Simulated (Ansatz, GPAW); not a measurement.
**PdGe3: energy against volume and a worked fit**

```
Pd Ge
1.0
     4.14202    0.00000    0.00000
     0.00000    4.14202    0.00000
     0.00000    0.00000    4.14202
Pd Ge
1 3
Direct
  0.00000 0.00000 0.00000
  0.50000 0.50000 0.00000
  0.50000 0.00000 0.50000
  0.00000 0.50000 0.50000
```

The cell comes from a database or a generator and needn't be the stable form of this composition.

The cell was scaled at fixed shape and fractions and run with Ansatz, all-electron LAPW, scalar-relativistic; PBEsol, k mesh 7 × 7 × 7 on the cell of 4 atoms, fermi-dirac occupations of 0.05 eV, no spin polarisation, no spin-orbit coupling. Energies are those that the program minimises, any entropy of the smearing included. For a metal such a mesh isn't converged to the digits shown.

```tsv
V (Å³/atom)	energy over the lowest row (meV/atom)
16.6996	0.00
17.0549	?
17.4102	4.86
17.7655	13.48
18.1208	25.56
18.4761	40.69
18.8314	58.50
```

Q: Fit the third-order Birch-Murnaghan form, give V0, B0 and B′, and predict the energy left open.

A: With y = (V0/V)^(2/3), E = E0 + (9 V0 B0/16) [(y - 1)³ B′ + (y - 1)² (6 - 4y)]. Least squares through the rows shown give V0 = 16.8612 Å³/atom, E0 = -0.51 meV, B0 = 102.7 GPa (1 eV/Å³ = 160.218 GPa) and B′ = 5.07, with a largest miss of 0.00 meV. At V = 17.0549 the form with these constants gives 0.19 meV; the run gave 0.18 meV an atom. Other set-ups at this level, from all their volumes (Å³/atom, GPa): GPAW, PAW data sets generated for this functional: V0 16.859, B0 103.9.
